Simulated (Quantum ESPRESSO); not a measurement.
## Calculated data, MoW3Se5S3 (made-up cell)

Calculation on a made-up crystal cell, not a measurement: periodic Kohn-Sham density functional theory in plane waves with PseudoDojo standard norm-conserving scalar-relativistic pseudopotentials, each functional with its own files (v0.5 for PBE, v0.4.1 for LDA and PBEsol), no spin polarisation, no spin-orbit coupling, atoms not relaxed, stress positive in tension, energies less a fixed whole-eV offset for each atom's element; levels are Kohn-Sham levels at fractions of this cell's reciprocal vectors, counted from the reference band (half the neutral cell's valence electrons, rounded up) at Gamma; error bars cover cutoff and k-mesh only, not smearing or the files; each bar is the largest change over components, and at least 0.002 eV, 0.002 eV per angstrom or 0.02 GPa; added strain carries the atoms with the cell, and shear is the tensor component; no dispersion term; energies are for the whole cell, and the offsets were chosen from early runs and are not element reference energies; machines and their load varied, so run times do not measure scaling. Program: Quantum ESPRESSO 7.5.

Common to all runs: lattice type layered 2H, rectangular cell; functional pbe; cutoff 1170 eV; fermi dirac smearing 0.025 eV; scf tolerance 1e-07 eV; electrons removed 0; k mesh 7 x 4 x 2, shifted by half a step.

(1) MoW3Se5S3 (made-up cell)

```
CELL_PARAMETERS angstrom
3.21890 0.00000 0.00000
0.00000 5.57530 0.00000
0.00000 0.00000 12.84360
ATOMIC_POSITIONS crystal
Mo 0.01429 0.33076 0.24495
W 0.47072 0.19403 0.73722
W 0.51782 0.84971 0.25487
W 0.97226 0.67627 0.75083
Se 0.98406 0.31484 0.62514
Se 0.02610 0.32384 0.87405
S 0.49840 0.16148 0.10783
Se 0.49859 0.17664 0.37560
Se 0.48678 0.81700 0.62992
S 0.49846 0.82369 0.87943
Se 0.02296 0.66985 0.12148
S 0.02572 0.65941 0.37700
```

* run command: pw.x -nk 1 -in in
* run processor: AMD EPYC, Zen 5 class, virtual cores
* free energy less offsets: 0.3489 eV
* scf iterations: 22
* smearing term minus ts: 0 eV
* pressure: 9.409 GPa
* stress xx: -11.94 GPa
* stress yy: -6.575 GPa
* stress zz: -9.715 GPa
* stress yz: 2.494 GPa
* stress xz: 0.8665 GPa
* stress xy: 1.132 GPa
* reference band: 77
* error bar energy: 0.002293 eV
* error bar stress: 0.02189 GPa
* error bar force: 0.006061 eV/Å
* error bar next band up: 0.002 eV
* error bars from: tighter rerun of a related cell
* wall time of scf and band steps on a shared machine: 2834 s

Atoms:
| atoms element | atom site | atom energy offset (eV) |
| --- | --- | --- |
| Mo | 1 | -1911 |
| W | 2 | -2062 |
| W | 3 | -2062 |
| W | 4 | -2062 |
| Se | 5 | -3300 |
| Se | 6 | -3300 |
| S | 7 | -302 |
| Se | 8 | -3300 |
| Se | 9 | -3300 |
| S | 10 | -302 |
| Se | 11 | -3300 |
| S | 12 | -302 |

Forces:
| site | x (eV/Å) | y (eV/Å) | z (eV/Å) |
| --- | --- | --- | --- |
| 1 | -0.6307 | -0.009636 | -1.2 |
| 2 | 2.436 | -5.725 | 7.016 |
| 3 | 0.1588 | -1.845 | -1.661 |
| 4 | 1.397 | -1.69 | 3.44 |
| 5 | -0.831 | 3.729 | -6.52 |
| 6 | -1.642 | 0.9988 | 1.431 |
| 7 | 0.3377 | 0.2051 | 2.805 |
| 8 | 0.5183 | 0.5476 | 1.52 |
| 9 | -0.7407 | 1.58 | -3.846 |
| 10 | -0.5745 | 1.109 | -1.547 |
| 11 | -0.1742 | 0.558 | -0.1339 |
| 12 | -0.2549 | 0.5414 | -1.304 |

Levels:
| level k point | next band up (eV) |
| --- | --- |
| Gamma | 1.273 |
| (1/2,1/2,1/2) | 1.718 |
| (0.15,0,0) | 1.399 |
| (0,0.15,0) | 1.255 |
| (0,0,0.15) | 1.273 |

(2) MoW3Se5S3 (made-up cell)

```
CELL_PARAMETERS angstrom
3.21890 0.00000 0.00000
0.00000 5.57530 0.00000
0.00000 0.00000 12.84360
ATOMIC_POSITIONS crystal
W 0.01429 0.33076 0.24495
Mo 0.47072 0.19403 0.73722
W 0.51782 0.84971 0.25487
W 0.97226 0.67627 0.75083
Se 0.98406 0.31484 0.62514
Se 0.02610 0.32384 0.87405
S 0.49840 0.16148 0.10783
Se 0.49859 0.17664 0.37560
Se 0.48678 0.81700 0.62992
S 0.49846 0.82369 0.87943
Se 0.02296 0.66985 0.12148
S 0.02572 0.65941 0.37700
```

* run command: mpirun -np 4 pw.x -nk 4 -in in
* run processor: Intel Xeon, 2023 or later, virtual cores
* free energy less offsets: 0.1402 eV
* scf iterations: 21
* smearing term minus ts: 0 eV
* pressure: 8.843 GPa
* stress xx: -11.06 GPa
* stress yy: -6.432 GPa
* stress zz: -9.037 GPa
* stress yz: 2.614 GPa
* stress xz: 0.739 GPa
* stress xy: 1.082 GPa
* reference band: 77
* error bar energy: 0.002293 eV
* error bar stress: 0.02189 GPa
* error bar force: 0.006061 eV/Å
* error bar next band up: 0.002 eV
* error bars from: tighter rerun of this cell
* wall time of scf and band steps on a shared machine: 524 s

Atoms:
| atoms element | atom site | atom energy offset (eV) |
| --- | --- | --- |
| W | 1 | -2062 |
| Mo | 2 | -1911 |
| W | 3 | -2062 |
| W | 4 | -2062 |
| Se | 5 | -3300 |
| Se | 6 | -3300 |
| S | 7 | -302 |
| Se | 8 | -3300 |
| Se | 9 | -3300 |
| S | 10 | -302 |
| Se | 11 | -3300 |
| S | 12 | -302 |

Forces:
| site | x (eV/Å) | y (eV/Å) | z (eV/Å) |
| --- | --- | --- | --- |
| 1 | -0.6727 | 0.0339 | -1.333 |
| 2 | 2.23 | -5.328 | 6.539 |
| 3 | 0.1681 | -1.965 | -1.787 |
| 4 | 1.387 | -1.712 | 3.413 |
| 5 | -0.7658 | 3.475 | -5.836 |
| 6 | -1.515 | 0.9675 | 1.172 |
| 7 | 0.3477 | 0.2726 | 2.869 |
| 8 | 0.5576 | 0.5385 | 1.78 |
| 9 | -0.7297 | 1.577 | -3.783 |
| 10 | -0.5613 | 1.025 | -1.533 |
| 11 | -0.1809 | 0.6184 | -0.2325 |
| 12 | -0.265 | 0.4974 | -1.268 |

Levels:
| level k point | next band up (eV) |
| --- | --- |
| Gamma | 1.143 |
| (1/2,1/2,1/2) | 1.238 |
| (0.15,0,0) | 1.333 |
| (0,0.15,0) | 1.096 |
| (0,0,0.15) | 1.143 |

(3) MoW3Se5S3 (made-up cell)

```
CELL_PARAMETERS angstrom
3.21890 0.00000 0.00000
0.00000 5.57530 0.00000
0.00000 0.00000 12.84360
ATOMIC_POSITIONS crystal
W 0.01429 0.33076 0.24495
W 0.47072 0.19403 0.73722
Mo 0.51782 0.84971 0.25487
W 0.97226 0.67627 0.75083
Se 0.98406 0.31484 0.62514
Se 0.02610 0.32384 0.87405
S 0.49840 0.16148 0.10783
Se 0.49859 0.17664 0.37560
Se 0.48678 0.81700 0.62992
S 0.49846 0.82369 0.87943
Se 0.02296 0.66985 0.12148
S 0.02572 0.65941 0.37700
```

* run command: mpirun -np 4 pw.x -nk 4 -in in
* run processor: Intel Xeon, 2023 or later, virtual cores
* free energy less offsets: 0.3788 eV
* scf iterations: 21
* smearing term minus ts: 0 eV
* pressure: 9.418 GPa
* stress xx: -12.03 GPa
* stress yy: -6.484 GPa
* stress zz: -9.736 GPa
* stress yz: 2.968 GPa
* stress xz: 0.833 GPa
* stress xy: 1.196 GPa
* reference band: 77
* error bar energy: 0.002293 eV
* error bar stress: 0.02189 GPa
* error bar force: 0.006061 eV/Å
* error bar next band up: 0.002 eV
* error bars from: tighter rerun of a related cell
* wall time of scf and band steps on a shared machine: 412.9 s

Atoms:
| atoms element | atom site | atom energy offset (eV) |
| --- | --- | --- |
| W | 1 | -2062 |
| W | 2 | -2062 |
| Mo | 3 | -1911 |
| W | 4 | -2062 |
| Se | 5 | -3300 |
| Se | 6 | -3300 |
| S | 7 | -302 |
| Se | 8 | -3300 |
| Se | 9 | -3300 |
| S | 10 | -302 |
| Se | 11 | -3300 |
| S | 12 | -302 |

Forces:
| site | x (eV/Å) | y (eV/Å) | z (eV/Å) |
| --- | --- | --- | --- |
| 1 | -0.654 | 0.1954 | -1.332 |
| 2 | 2.436 | -5.727 | 7.016 |
| 3 | 0.1481 | -2.011 | -1.698 |
| 4 | 1.397 | -1.684 | 3.443 |
| 5 | -0.8309 | 3.73 | -6.52 |
| 6 | -1.642 | 1.001 | 1.429 |
| 7 | 0.335 | 0.3105 | 2.854 |
| 8 | 0.5451 | 0.423 | 1.596 |
| 9 | -0.7401 | 1.578 | -3.848 |
| 10 | -0.5738 | 1.107 | -1.549 |
| 11 | -0.1701 | 0.6258 | -0.0999 |
| 12 | -0.2502 | 0.4518 | -1.291 |

Levels:
| level k point | next band up (eV) |
| --- | --- |
| Gamma | 1.261 |
| (1/2,1/2,1/2) | 1.641 |
| (0.15,0,0) | 1.395 |
| (0,0.15,0) | 1.235 |
| (0,0,0.15) | 1.261 |
